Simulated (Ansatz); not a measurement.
**Ge4MoW: computed properties**

Method: DFT PBE, scalar-relativistic, plane waves, PAW (Ansatz 0.2.0).

Cutoff 420 eV; k points 12×12×6 on the computed 6-atom cell (Γ-centred); Gaussian smearing, width 0.10 eV; no spin polarisation.

The structure is relaxed at this level of theory with its symmetry kept, and needn't be the ground state of this composition.

```
Ge Mo W
1.0
     3.33976    0.00000    0.00000
     0.00000    3.33976    0.00000
     0.00000    0.00000    8.28816
Ge Mo W
4 1 1
Direct
  0.00000 0.00000 0.66274
  0.50000 0.50000 0.16145
  0.00000 0.00000 0.33726
  0.50000 0.50000 0.83855
  0.00000 0.00000 0.00000
  0.50000 0.50000 0.50000
```

Q: Formation energy from the elements' standard states (uncorrected)?

A: -0.036 eV/atom.

Q: Kohn–Sham band gap?

A: none (metal).

Q: Density of states at the Fermi level?

A: 1.5 states/eV per cell.

Q: Orbital (Löwdin) character within 0.5 eV of the Fermi level?

A: Mo 4d 39 %, W 5d 34 %, Ge 4p 18 %, Ge 4s 7 %.

Q: Bader charge by site (e)?

A: Ge (2 in the cell) -0.16, Ge (2 in the cell) -0.15, Mo (1 in the cell) 0.31, W (1 in the cell) 0.32.

Spin-orbit coupling is left out, which matters for the bands of heavy elements.

The cell was found from a structure generator's guess, not taken from experiment. Löwdin shares on free-atom orbitals overweight diffuse shells.
